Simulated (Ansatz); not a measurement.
Consider the following.

ZrRh:
```cif
data_Rh8Zr8
_chemical_formula_sum 'Zr8 Rh8'
_space_group_name_H-M_alt 'Cmcm'
_space_group_IT_number 63
_space_group_name_Hall '-C 2c 2'
_cell_length_a 3.36004
_cell_length_b 19.46312
_cell_length_c 4.31740
_cell_angle_alpha 90.000
_cell_angle_beta 90.000
_cell_angle_gamma 90.000
loop_
_space_group_symop_operation_xyz
  'x, y, z'
  '-x, -y, -z'
  '-x, -y, z+1/2'
  'x, y, -z+1/2'
  'x, -y, -z'
  '-x, y, z'
  '-x, y, -z+1/2'
  'x, -y, z+1/2'
  'x+1/2, y+1/2, z'
  '-x+1/2, -y+1/2, -z'
  '-x+1/2, -y+1/2, z+1/2'
  'x+1/2, y+1/2, -z+1/2'
  'x+1/2, -y+1/2, -z'
  '-x+1/2, y+1/2, z'
  '-x+1/2, y+1/2, -z+1/2'
  'x+1/2, -y+1/2, z+1/2'
loop_
_atom_site_label
_atom_site_type_symbol
_atom_site_symmetry_multiplicity
_atom_site_Wyckoff_symbol
_atom_site_fract_x
_atom_site_fract_y
_atom_site_fract_z
_atom_site_occupancy
Zr1 Zr 4 c 0.00000 0.43847 0.25000 1
Zr2 Zr 4 c 0.00000 0.69494 0.25000 1
Rh1 Rh 4 c 0.00000 0.05697 0.25000 1
Rh2 Rh 4 c 0.00000 0.16835 0.75000 1
```
(The calculation used a cell of 8 atoms; values per cell refer to that cell.)

This is the PBEsol-relaxed structure.

Question: All from PBEsol in the plane-wave PAW code Ansatz, unless another level is named. Estimate the formation energy from the elements (no fitted shifts).

Answer: -76 kJ/mol of atoms.

Question: Give the density of states at the Fermi level.

Answer: 0.42 states/eV per atom (mean over ±0.08 eV).

The first step of the workflow began from a Materials Project structure, measured or hypothetical; the Crystallography Open Database copy checked does not list it. COD files the formula under space group No. 62, 221. Its standing as an ambient phase is unchecked. The PBEsol relaxation kept the symmetry of its start; whether a distortion lowers the energy is not shown. No spin polarisation was allowed. The references are the lowest solids computed at this level, not always the standard phases. Spin–orbit coupling is left out wherever it is not named.

Potentials: the later of the program's two PAW sets.
